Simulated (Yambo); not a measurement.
BaZnBO$_{3}$F (space group P-6, No. 174), G0W0@LDA in Yambo with this input:

```
rim_cut
gw0
dyson
el_el_corr
HF_and_locXC
ppa
em1d
RandQpts= 1000000
RandGvec= 1 Ry
EXXRLvcs= 84 Ry
VXCRLvcs= 336 Ry
Chimod= "HARTREE"
% BndsRnXp
 5 | 153 |
%
NGsBlkXp= 7 Ry
% LongDrXp
 1.0 | 1.0 | 1.0 |
%
PPAPntXp= 27.2114 eV
% GbndRnge
 1 | 153 |
%
GTermKind= "BG"
DysSolver= "n"
ExtendOut
```

On a 3×3×4 mesh, with wavefunctions cut at 84 Ry, the gap (K → Γ) is 5.705 eV and the valence edge shifts by -1.200 eV.

Problem. What happens with this change: 78 bands in W?

Solution. The gap rises by 0.161 eV, to 5.866 eV; the shift of the valence edge becomes -1.126 eV. Neither run is shown to be the converged limit.

Geometry of the Materials Project entry, not relaxed at this level; primitive cell a = b = 5.1272 Å, c = 4.3638 Å, α = β = 90.00°, γ = 120.00°.

A shift is the quasiparticle energy of the state minus its LDA energy.
